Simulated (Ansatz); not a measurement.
TiAl:
```xyz
2
Lattice="2.8218 0.0000 0.0000 0.0000 2.8218 0.0000 0.0000 0.0000 4.0773" Properties=species:S:1:pos:R:3 pbc="T T T"
Ti     1.4109     1.4109     2.0386
Al     0.0000     0.0000     0.0000
```

Relaxed with PBE. Special points in fractions of this cell's reciprocal vectors: Γ (0.000, 0.000, 0.000); X (0.000, 0.500, 0.000); M (0.500, 0.500, 0.000); Z (0.000, 0.000, 0.500); R (0.000, 0.500, 0.500); A (0.500, 0.500, 0.500).

List the band energies nearest the Fermi level at these points for DFT-PBE in the program Ansatz with PAW potentials.

In eV from the Fermi level; about four levels below and three above (degenerate sets whole), none deeper than 8.9 eV; points with the same levels are listed once.

```tsv
k	below	above
Γ	-1.88 -0.85 -0.40	2.15 2.15 3.30
X	-4.57 -4.53 -1.72 -0.26	1.74 2.51 4.32
M	-0.47 -0.47 -0.40 -0.22 -0.22	4.19 4.93 5.96
Z	-7.59 -5.27 -0.69	0.61 1.81 1.81
R	-4.92 -2.95 -1.20 -1.16	1.35 1.79 2.29
A	-2.52 -2.26 -2.26	1.75 2.12 2.69
```

Space group P4/mmm (L1₀ or tetragonal B2). Symmetry was held in the PBE relaxation; phonons on a q-mesh show no instability. No spin polarisation was allowed.

Potentials: the later of the program's two PAW sets.
